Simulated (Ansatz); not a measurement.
Consider the following.

CaO:
```
CaO
1.0
    0.00000     2.60680     2.60680
    2.60680     0.00000     2.60680
    2.60680     2.60680     0.00000
Ca O
1 1
Direct
  0.00000   0.00000   0.00000
  0.25000   0.25000   0.25000
```

This is the r²SCAN-relaxed structure. Tensor components refer to the Cartesian frame of this cell.

Task: All from the program Ansatz at the r²SCAN level (PAW), unless another level is named. Predict the bulk modulus (Birch–Murnaghan fit).

Result: 825 kbar.

Task: Predict the elastic constants (relaxed ions, GPa).

Result: C11 = 92.6, C12 = 77.5, C44 = 38.0.

Task: Predict the piezoelectric stress constants (proper, relaxed ions, C/m²).

Result: e14 = e25 = e36 = 0.46.

Space group F-43m (zinc blende). The start of the workflow was typed in or built on a structure type; neither database checked (COD, Materials Project) lists it. It is not the phase usual at ambient conditions (space group No. 225). The cell was relaxed with r²SCAN under the symmetry of its start; its stability against distortions is not shown here.

Potentials: the earlier of the program's two PAW sets.
